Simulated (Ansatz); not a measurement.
ScPt3B: energy along a strain

ScPt3B, Pm-3m, a = 4.255 Å. The structure is a Materials Project entry; whether it is the stable form wasn't checked. Ansatz: PBE, PAW, 420 eV, Γ-centred 12×12×12 mesh on 5 atoms, Gaussian smearing 0.15 eV; no spin polarisation. Cell vectors (Å): 4.255 0.000 0.000; 0.000 4.255 0.000; 0.000 0.000 4.255. The cell is strained by x per cent times the pattern (1 -1 0 0 0 0) in the order xx yy zz yz xz xy (engineering shears), with fractional coordinates held. y is the free energy over the start, V0 = 15.402 Å³/atom. Symmetry makes y even in x.

| x (%) | y (meV/atom) |
| --- | --- |
| -4.00 | ? |
| -2.00 | 5.81 |
| 0.00 | 0.00 |
| 1.00 | 1.45 |
| 1.50 | 3.26 |
| 2.50 | 9.10 |
| 3.00 | 13.15 |
| 3.50 | 17.98 |

Task: Fit y = c2 x² + c4 x⁴ to the other rows, get the stiffness along the pattern, and predict the missing energy.

Result: Least squares on the rows shown. y = 1.4443 x² + 0.0019030 x⁴. The clamped-ion stiffness p·C·p = 2 × 14.44 eV × 160.2 / 15.402 Å³ = 300 GPa. At x = -4.00 the fit asked for gives 23.60 meV/atom. The run gave 23.59 meV/atom, so the fit is 0.01 meV/atom too high, a small miss on the scale of the series.

Spin–orbit coupling is left out, which can shift energies with elements as heavy as these.

Cost: 8 runs of about 6.1 core-minutes in all, on Arm Neoverse V1 (shared hosts).